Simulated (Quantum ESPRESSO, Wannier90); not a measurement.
Wannierisation of ZnS (zinc blende)

```xyz
2
Lattice="0.0000 2.6937 2.6937 2.6937 0.0000 2.6937 2.6937 2.6937 0.0000" Properties=species:S:1:pos:R:3 pbc="T T T"
Zn     0.0000     0.0000     0.0000
S     -1.3468    -1.3468    -1.3468
```

Structure: Materials Project mp-10695, symmetrised, not relaxed again. COD (Crystallography Open Database) has the formula in 4 space groups, this one among them (matched by group alone). Level: PBEsol, no spin polarisation, no spin-orbit coupling; pw.x of Quantum ESPRESSO at 68 Ry with PseudoDojo potentials, 10×10×10 k-points, Wannier90. Density: 10×10×10 mesh, cold smearing 0.01 Ry.

Bands 6-13 form an isolated set from -6.47 to 0.00 eV relative to the valence-band maximum (on the path) and are turned into 8 Wannier functions by minimising the spread from the start: atomic waves S 3p, Zn 3d.

Centres (Cartesian, Å; one of the equivalent choices) and spreads:

```csv
n,x,y,z,spread (Å²),nearest atom
1,0.000,0.000,0.000,0.397,Zn1
2,0.000,0.000,0.000,0.475,Zn1
3,0.000,0.000,0.000,0.475,Zn1
4,0.000,0.000,0.000,0.397,Zn1
5,0.000,0.000,0.000,0.475,Zn1
6,-1.347,-1.347,-1.347,2.165,S2
7,-1.347,-1.347,-1.347,2.165,S2
8,-1.347,-1.347,-1.347,2.165,S2
```

Ω_I = 8.29 Å², Ω_total = 8.71 Å²; the interpolated bands follow pw.x to 1.6 meV rms on the path. Only this start was tried; a symmetric start can stop on a saddle, and mixtures of these functions could lower the total by at most Ω_total − Ω_I.
